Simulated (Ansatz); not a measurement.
Relaxed-ion elastic tensor of Nb2CS in space group P6_3/mmc (No. 194; Nb on 4f, C on 2a, S on 2d) in GPa (Voigt order), PBEsol (plane waves, PAW; program Ansatz); density 7.14 g/cm³, 13.37 Å³ per atom.

|  | 1 | 2 | 3 | 4 | 5 | 6 |
|---|---|---|---|---|---|---|
| 1 | 337 | 110 | 175 | 0.0 | 0.0 | 0.0 |
| 2 | 110 | 337 | 175 | 0.0 | 0.0 | 0.0 |
| 3 | 175 | 175 | 342 | 0.0 | 0.0 | 0.0 |
| 4 | 0.0 | 0.0 | 0.0 | 135 | 0.0 | 0.0 |
| 5 | 0.0 | 0.0 | 0.0 | 0.0 | 135 | 0.0 |
| 6 | 0.0 | 0.0 | 0.0 | 0.0 | 0.0 | 113 |

Is the crystal mechanically stable?

Yes: the smallest eigenvalue of C is 113 GPa.

Work out the Voigt, Reuss and Hill averages.

K_V = 215, K_R = 213, K_H = 214; G_V = 114, G_R = 107, G_H = 111 GPa.

Give Young's modulus, Poisson's ratio, Pugh's ratio and the universal anisotropy index.

E = 9KG/(3K + G) = 283 GPa; ν = 0.28; K/G = 1.94 (ductile by the Pugh limit of 1.75); A_U = 5G_V/G_R + K_V/K_R − 6 = 0.31.

Estimate the sound speeds and the Debye temperature.

v_l = √((K + 4G/3)/ρ) = 7110 m/s, v_t = √(G/ρ) = 3930 m/s, mean 4380 m/s; Θ = (h/k)(3n/4πV)^(1/3) v_m = 550 K.

Solve the Christoffel equation for the three sound speeds along x, y, z.

Eigenvalues of C_ijkl n_j n_l equal ρv². In km/s, slowest first: x 3.98, 4.35, 6.87; y 3.98, 4.35, 6.87; z 4.35, 4.35, 6.92.

How much does each axis shrink under pressure?

Linear compressibilities β_i = Σ_j S_ij (j = 1 to 3): x 1.8, y 1.8, z 1.1 per TPa.

The first step of the workflow began from a Materials Project structure, measured or hypothetical; the Crystallography Open Database copy checked does not list it. Its standing as an ambient phase is unchecked. The PBEsol relaxation kept the symmetry of its start; of distortions, only those at the zone centre were tested. No spin polarisation was allowed. As this level gives no gap, shear constants depend on the k-mesh and smearing (Fermi–Dirac, 0.1 eV here).

Potentials: the later of the program's two PAW sets.
